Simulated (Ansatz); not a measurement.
LiPS$_{3}$:
```xyz
10
Lattice="5.6170 3.5317 0.0000 -5.6170 3.5317 0.0000 -3.8772 0.0000 5.3554" Properties=species:S:1:pos:R:3 pbc="T T T"
Li     0.0000     1.7121     0.0000
Li     0.0000     5.3512     0.0000
P     -6.1480     3.5317     3.0900
P      2.2708     3.5317     2.2653
S     -1.9386     5.5056     2.6777
S     -1.9386     1.5577     2.6777
S     -4.6867     3.5317     1.7284
S      0.8095     3.5317     3.6270
S     -5.6464     3.5317     5.0043
S      1.7692     3.5317     0.3511
```

Relaxed with r²SCAN.

Map the valence electron density (e/Å³), cut off at 0.6 on the plane through (0.242, 0.242, 0.000) spanned by u = [1, 0, 1] and v = [-1, 1, 1] in lattice vectors, from plane-wave PAW r²SCAN (Ansatz code).

x is the fraction of u, y of v (the angle between them is 89°; rows are the nearest grid lines); atoms in the plane: Li at (0.00, 0.00), P at (0.51, 0.91), S at (0.51, 0.43).
```
|9994000000000125899999999742115999|
|0001112333344689999999742110000000|
|0001234566679997325999532110000000|
|0000123455567899889999987654321000|
|0000000000111111223356999999642100|
|0000000000000000001135899997421000|
|0000000000000000001134678764311000|
|0001111100000011235789987532100000|
|0000111100000123699999999952100000|
|0000000000000001235799986421000000|
|3332210000000000011222222110001223|
|9999994210000011111100000001369999|
|9999996432235899999985210001379999|
|3333333345699999319999521000011223|
|0011112234568999999998421000000000|
|0000111111111122333221100000000000|
|0001111100000000000001122222110000|
|0000000000000000000123579986421100|
|0000001111000000000123579986421000|
|0001234443321000000000112221100000|
|0001112222110000000000000000000000|
|0000000000000011357898753210000000|
|0000000000000023799999999531000000|
|9994000000000125899999999742115999|
```
Scale: ten equal steps from 0.012 (start of '0') to 0.600 (end of '9'), in the order '0123456789'; x runs from 0.000 to 1.00, y from 0.000 (bottom) to 1.00 (top).

The density is the valence pseudo-density with augmentation charge, so density and ELF within about 1 Å of a nucleus are not all-electron values.

Space group C2/m. The workflow started from an entry of the Crystallography Open Database (COD). Whether it is the stable phase at ambient conditions was not checked. The r²SCAN relaxation kept the symmetry of its start; whether a distortion lowers the energy is not shown.

Potentials: the later of the program's two PAW sets.
